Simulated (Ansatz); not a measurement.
## Relaxing a structure of CoSi2

The start is a generated trial cell of CoSi2 in the AFLOW prototype A2B_oP12_62_2c_c (C25, as in HgCl2). The structure is fully relaxed (lattice and positions, P = 0) with r2SCAN (plane waves to 500 eV, PAW, scalar-relativistic; Ansatz, a first-principles code). The first steps use a coarse 2×4×6 k-mesh.

The start:
```yaml
crystal:
  lattice:
    - [9.62787, 0.00000, 0.00000]
    - [0.00000, 4.50813, 0.00000]
    - [0.00000, 0.00000, 3.26977]
  atoms:
    - { symbol: Co, position: [0.37400, 0.75000, 0.94700] }
    - { symbol: Co, position: [0.87400, 0.75000, 0.55300] }
    - { symbol: Co, position: [0.62600, 0.25000, 0.05300] }
    - { symbol: Co, position: [0.12600, 0.25000, 0.44700] }
    - { symbol: Si, position: [0.23300, 0.75000, 0.62500] }
    - { symbol: Si, position: [0.73300, 0.75000, 0.87500] }
    - { symbol: Si, position: [0.76700, 0.25000, 0.37500] }
    - { symbol: Si, position: [0.26700, 0.25000, 0.12500] }
    - { symbol: Si, position: [0.00800, 0.75000, 0.22200] }
    - { symbol: Si, position: [0.50800, 0.75000, 0.27800] }
    - { symbol: Si, position: [0.99200, 0.25000, 0.77800] }
    - { symbol: Si, position: [0.49200, 0.25000, 0.72200] }
```
Spin-polarised start, with parallel moments on Co.

Task: How much energy is released per atom?

Result: About 2.6 eV/atom.

Task: How does the volume per atom move from start to end?

Result: +5.8 %, from 11.83 to 12.51 Å³/atom.

Task: How do the shortest distances between atoms change?

Result: The closest pairs of elements (up to four, under 3.6 Å), start → end: Co–Si 1.68 → 2.30 Å; Si–Si 2.54 → 2.66 Å; Co–Co 3.27 → 3.76 Å.

Task: What magnetic moments remain?

Result: Zero (the starting moments vanished).

Final values are on a 12×12×12 k-mesh of the relaxed cell. The start holds a very short contact (Co–Si 1.68 Å). No spin polarisation in the result: the starting moments vanished. The relaxed primitive cell holds an odd number of electrons. A magnetic state may lie lower.

The run could not lose the symmetry of its start.

The first start was generated by placing the elements on the sites of a structure type. A measured structure of CoSi2 has the same space group, Fm-3m (No. 225); the sites were not compared with it.
